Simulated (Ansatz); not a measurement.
InSb:
```
CELL_PARAMETERS angstrom
      2.99466    -3.24202     0.00000
      2.99466     3.24202     0.00000
      0.00000     0.00000     5.52026
ATOMIC_POSITIONS crystal
  In 0.36225 0.63775 0.25000
  In 0.63775 0.36225 0.75000
  Sb 0.83920 0.16080 0.25000
  Sb 0.16080 0.83920 0.75000
```

Relaxed with PBEsol. Special points in fractions of this cell's reciprocal vectors: Γ (0.000, 0.000, 0.000); Y (-0.500, 0.500, 0.000); C0 (-0.463, 0.537, 0.000); Σ0 (0.463, 0.463, 0.000); Z (0.000, 0.000, 0.500); A0 (0.463, 0.463, 0.500); E0 (-0.463, 0.537, 0.500); T (-0.500, 0.500, 0.500); S (0.000, 0.500, 0.000); R (0.000, 0.500, 0.500).

List the band energies nearest the Fermi level at these points for DFT-PBEsol in the program Ansatz with PAW potentials.

In eV from the Fermi level; about four levels below and three above (degenerate sets whole), none deeper than 8.9 eV; points with the same levels are listed once.

```
k                     below                above
--  -----------------------  -------------------
Γ   -3.50 -3.40 -2.32 -1.36       0.34 0.66 0.83
Y   -2.21 -1.63 -1.60 -1.51       0.71 3.43 6.26
C0  -2.22 -1.82 -1.49 -1.13       0.72 3.52 6.19
Z   -1.98 -1.98 -1.77 -1.77  1.23 1.23 3.36 3.36
A0  -4.49 -4.49 -3.43 -3.43  2.76 2.76 4.82 4.82
T   -4.51 -4.51 -3.64 -3.64  2.77 2.77 4.90 4.90
S    -2.84 -2.38 -1.25 0.00       0.51 0.93 3.11
R   -0.51 -0.51 -0.16 -0.16  1.78 1.78 2.46 2.46
```

Space group Cmcm. The workflow started from a Materials Project entry (that database holds measured and hypothetical structures alike); the Crystallography Open Database copy checked does not list it. It is not the phase usual at ambient conditions (space group No. 216). The cell was relaxed with PBEsol under the symmetry of its start; its stability against distortions is not shown here. Scalar-relativistic: spin–orbit coupling is off unless named, which matters more the heavier the elements.

Potentials: the later of the program's two PAW sets.
